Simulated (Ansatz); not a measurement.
Theory: DFT PBE, scalar-relativistic, plane waves, PAW in Ansatz 0.2.0. Settings: cutoff 420 eV, Γ-centred meshes spaced at most about 0.3 Å⁻¹ (2π included), Gaussian smearing. No spin polarisation in the final relaxations.

Temperature and zero-point effects are left out.

Two forms of Cd₃TeSe₂ were relaxed alike.

A.

```
CELL_PARAMETERS angstrom
4.48152 0.00000 0.00000
-2.24076 3.88111 0.00000
0.00000 0.00000 21.97859
ATOMIC_POSITIONS crystal
Cd 0.33333 0.66667 0.00702
Cd 0.33333 0.66667 0.32656
Cd 0.33333 0.66667 0.66650
Cd 0.66667 0.33333 0.16650
Cd 0.66667 0.33333 0.50702
Cd 0.66667 0.33333 0.82656
Te 0.33333 0.66667 0.45698
Te 0.66667 0.33333 0.95698
Se 0.33333 0.66667 0.12900
Se 0.33333 0.66667 0.78893
Se 0.66667 0.33333 0.28893
Se 0.66667 0.33333 0.62900
```

B.

```
CELL_PARAMETERS angstrom
4.48156 0.00000 0.00000
-2.24078 3.88114 0.00000
0.00000 0.00000 10.98005
ATOMIC_POSITIONS crystal
Cd 0.00000 0.00000 0.01306
Cd 0.66667 0.33333 0.33368
Cd 0.33333 0.66667 0.65264
Te 0.00000 0.00000 0.75267
Se 0.66667 0.33333 0.08893
Se 0.33333 0.66667 0.40901
```

Question: Which form is favoured at zero pressure, and by what margin per atom?

Answer: They are level within the accuracy (2 meV/atom apart, with B the lower in these runs). A has Te and Se ordered on wurtzite sites, space group P6_3mc (No. 186), 31.9 Å³/atom and a gap of 0.12 eV on its mesh; B has Te and Se ordered on zinc blende sites, space group P3m1 (No. 156), 31.8 Å³/atom and a gap of 0.09 eV. Counting Se or Te atoms around Cd (for each partner element, those within 1.25 times its shortest distance or 1.15 times the sum of covalent radii, where it is the nearest in units of that sum or under 1.3), A and B both have Cd 4. Both come from invented guesses.

These runs have no spin–orbit coupling, which can matter for Te. Kohn–Sham gaps at this level usually fall short of measured ones. The missing spin–orbit coupling can work the other way here. Cells relaxed within their symmetry can be saddle points.
